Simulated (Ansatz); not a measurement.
**SrTaO2: relaxed-ion elastic tensor**

All numbers below come from DFT PBE, scalar-relativistic, plane waves, PAW in Ansatz 0.2.0. Settings: 420 eV plane-wave cutoff, Γ-centred 8×8×2 mesh, Gaussian smearing of 0.10 eV. No spin polarisation.

Relaxed structure:
```
CELL_PARAMETERS angstrom
3.96548 0.00000 0.00000
0.00000 3.96548 0.00000
0.00000 0.00000 15.87106
ATOMIC_POSITIONS crystal
Sr 0.50000 0.00000 0.58269
Sr 0.50000 0.00000 0.83046
Sr 0.00000 0.50000 0.41731
Sr 0.00000 0.50000 0.16954
Ta 0.00000 0.50000 0.70406
Ta 0.00000 0.50000 0.96838
Ta 0.50000 0.00000 0.29594
Ta 0.50000 0.00000 0.03162
O 0.50000 0.50000 0.69964
O 0.00000 0.00000 0.69964
O 0.00000 0.50000 0.83008
O 0.00000 0.50000 0.57193
O 0.50000 0.50000 0.30036
O 0.00000 0.00000 0.30036
O 0.50000 0.00000 0.16992
O 0.50000 0.00000 0.42807
```

The structure comes from a proposed guess, relaxed at this level; another structure or a mixture of phases may lie lower. In a metal, frequencies and elastic constants depend on the k mesh and the smearing, soft modes and shear constants most. Spin–orbit coupling is left out, which matters for heavy elements.

Problem. Give the relaxed-ion elastic constants (GPa, Voigt order xx yy zz yz xz xy, on the Cartesian axes of the cell above).

Solution.
C11 = 278.3, C12 = 68.6, C13 = 76.8, C22 = 278.3, C23 = 76.8, C33 = 235.2, C44 = 63.2, C55 = 63.2, C66 = 50.6 GPa; the others vanish.

Problem. Is the crystal stable against homogeneous strain?

Solution. Yes: the least eigenvalue of the tensor is 50.6 GPa.

Problem. And the moduli of a polycrystal (Hill averages)?

Solution. B = 137 GPa, G = 71 GPa, E = 182 GPa, ν = 0.28.
